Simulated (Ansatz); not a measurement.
Rh:
```xyz
1
Lattice="0.0000 1.8941 1.8941 1.8941 0.0000 1.8941 1.8941 1.8941 0.0000" Properties=species:S:1:pos:R:3 pbc="T T T"
Rh     0.0000     0.0000     0.0000
```

Relaxed with r²SCAN+D4. Special points in fractions of this cell's reciprocal vectors: Γ (0.000, 0.000, 0.000); X (0.500, 0.000, 0.500); U (0.625, 0.250, 0.625); K (0.375, 0.375, 0.750); L (0.500, 0.500, 0.500); W (0.500, 0.250, 0.750).

List the band energies nearest the Fermi level at these points for r²SCAN+D4 in the plane-wave PAW code Ansatz.

In eV from the Fermi level; about four levels below and three above (degenerate sets whole), none deeper than 8.9 eV; … stands for higher levels left out; points with the same levels are listed once.

```csv
k,below,above
Γ,-8.24 -3.23 -3.23 -3.23,…
X,-6.66 -6.28,0.51 …
U,-5.81 -5.01 -2.15 -0.78,…
L,-6.43 -3.35 -3.35,…
W,-5.29 -4.00 -4.00 -1.31,…
```

Space group Fm-3m (fcc (Cu type)). Symmetry was held in the r²SCAN+D4 relaxation. The run is not spin-polarised. The pairwise dispersion correction was not fitted to metals. Spin–orbit coupling is left out wherever it is not named.

Potentials: the later of the program's two PAW sets.
